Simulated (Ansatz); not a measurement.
# Rb3SF: relaxed-ion elastic tensor

Computed with DFT PBE, scalar-relativistic, plane waves, PAW (Ansatz). Cutoff 420 eV, 6×6×6 k-points (Γ-centred), fixed occupations. No spin polarisation.

The cell is fixed (symmetry leaves no force on the atoms) and stands under 0.2 GPa:
```
S F Rb
1.0
     5.36650    0.00000    0.00000
     0.00000    5.36650    0.00000
     0.00000    0.00000    5.36650
S F Rb
1 1 3
Direct
  0.00000 0.00000 0.00000
  0.50000 0.50000 0.50000
  0.50000 0.50000 0.00000
  0.50000 0.00000 0.50000
  0.00000 0.50000 0.50000
```

The cell is the ideal cubic antiperovskite prototype; whether it is the stable structure of this composition wasn't checked.

Q: Give the relaxed-ion elastic constants (GPa, Voigt order xx yy zz yz xz xy, on the axes of the cell above).

A:
```
47.3  7.7  7.7  0.0  0.0  0.0
 7.7 47.3  7.7  0.0  0.0  0.0
 7.7  7.7 47.3  0.0  0.0  0.0
 0.0  0.0  0.0  7.9  0.0  0.0
 0.0  0.0  0.0  0.0  7.9  0.0
 0.0  0.0  0.0  0.0  0.0  7.9
```

Q: Is the crystal stable against homogeneous strain?

A: Yes: the least eigenvalue of the tensor is 7.9 GPa.

Q: And the moduli of a polycrystal (Hill averages)?

A: B = 21 GPa, G = 12 GPa, E = 29 GPa, ν = 0.27.

Cost: 1 run of about 1.6 core-minutes, on Arm Neoverse N1 (shared hosts).